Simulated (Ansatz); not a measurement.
Calculated with Ansatz: YSi2Ru2, settings compared

input.yaml:

```yaml
crystal:
  lattice:
    - [0.0, 4.12718, 0.0]
    - [4.12718, 0.0, 0.0]
    - [2.06359, 2.06359, -4.695653]
  atoms:
    - { symbol: "Y", position: [0.0, 0.0, 0.0] }
    - { symbol: Ru, position: [0.75, 0.25, 0.5] }
    - { symbol: Ru, position: [0.25, 0.75, 0.5] }
    - { symbol: Si, position: [0.354, 0.354, 0.292] }
    - { symbol: Si, position: [0.646, 0.646, 0.708] }
  symmetry: { tolerance: 0.0003 }
kpoints:
  mp_grid: { grid: [5, 5, 5], shift: [0, 0, 0] }
magnetization:
  spin_polarized: false
scf:
  occupations: { method: gaussian, width: 0.1358 }
hamiltonian:
  pseudopotentials: { kind: paw }
  xc: pbesol
basis:
  ecutwfc: 420
output:
  forces: true
  stress: true
  eigenvalues: true
```

Run with:

```bash
ansatz run input.yaml --threads 1 --pin off --max-ram 2560MiB --backend cpu --events-out ev --progress --plain --runs-dir out
```

Origin of the cell: a known structure type with other elements, at an estimated volume, so it need not be a known compound.

Output of this run (shortened):

```
SCF iter   1: F=—  HF=-16675.406950 eV  Δρ=6.15e-3  dr2=4.08e-2
SCF iter   2: F=—  HF=-16675.400748 eV  Δρ=2.58e-3  dr2=7.38e-3
SCF iter   3: F=—  HF=-16675.399635 eV  Δρ=6.09e-4  dr2=4.29e-4
SCF iter   4: F=—  HF=-16675.399557 eV  Δρ=1.10e-4  dr2=1.11e-5
SCF iter   5: F=—  HF=-16675.399565 eV  Δρ=2.97e-5  dr2=1.60e-6
SCF iter   6: F=-16675.399565 eV  HF=-16675.399565 eV  Δρ=7.59e-6  dr2=5.02e-8
SCF 1 converged in 6 iterations: F = -16675.399565 eV  dr2 = 5.02e-8
SCF converged after 6 iterations
Free energy (F): -16675.399565 eV
Harris-Foulkes:  -16675.399565 eV  (|F-HF|=2.86e-8)
Internal energy: -16675.377016 eV  (E = F + TS)
E sigma→0 (E₀):  -16675.388290 eV
Entropy (-TS):   -0.022549 eV (-4.510 meV/atom)
Fermi energy:    15.281518 eV
--- Per-component energies (eV) ---
  E_band       = -334.078138
  E_kinetic    = 1435.035006
  E_local      = -4612.568282  (includes V_loc(G=0)·N_el)
  E_nonlocal   = 795.888036
  E_hartree    = 1667.709564
  E_xc         = -668.677608
  E_vxc        = -780.490396  (∫ρ·V_xc dr)
  E_paw        = -10572.318622  (= ΣΔE_a)
  E_vpaw       = -507.355138  (= ΣTr[D̂ρ^β])
  E_aug_tail   = -0.000413  (compensation charges beyond the density's cutoff)
  E_ewald      = -4721.163181
  E_core_change = 0.718486  (= ΣΔE_core)
  E_smearing   = -0.022549  (= −TS)
  Σ components = -16675.399565   (vs F -16675.399565, Δ=0.00e0)
--- Forces (eV/Å), atoms counted from 1 ---
  atom   1  Y     -0.000000    -0.000000     0.000000
  atom   2  Ru     0.000000     0.000000     0.000000
  atom   3  Ru     0.000000     0.000000    -0.000000
  atom   4  Si     0.000000     0.000000     2.326387
  atom   5  Si     0.000000    -0.000000    -2.326387
  max |Σ_I F_I| component: 0.0 eV/Å
--- Stress (GPa, compression-positive) ---
        9.593087       0.000000       0.000000
        0.000000       9.593087       0.000000
        0.000000       0.000000       7.900665
  P = ⅓ Tr σ = 9.0289 GPa (90.289 kbar)
```

The same input was run again with these changes:

1. `scf.occupations.width` 0.1358 → 0.025
2. `scf.mixing.preconditioner` default → none
3. `scf.algorithm` default → density_mixing
4. `basis.ecutwfc` 420 → "29.4 Ry"; `scf.eigensolver.kind` default → davidson; `basis.precision` default → f64; `scf.occupations.method` gaussian → methfessel_paxton; `scf.occupations.width` 0.1358 → 0.01

```tsv
run	end	SCF iterations	P (GPa)	max force component (eV/Å)	moment (μB)	ΔE(σ→0) (meV/atom)
base	converged	6	9.03	2.326	–	0
1	converged	6	9.05	2.340	–	0.18
2	converged	7	9.03	2.326	–	0.00
3	converged	6	9.03	2.326	–	0.00
4	converged	7	9.08	2.334	–	0.57
```

Energies are compared only where functional, datasets, charge and starting cell are the same.

Caveats of the base run: no moments, though an odd count or open d shells may carry them; the k mesh is coarse if the cell is a metal.

Run 4: the cutoff lies below the datasets' advice.

Time of the base run: 2.9 s on 1 thread of Arm Neoverse V1 (shared host), peak memory 0.36 GiB, from the program's own first density.
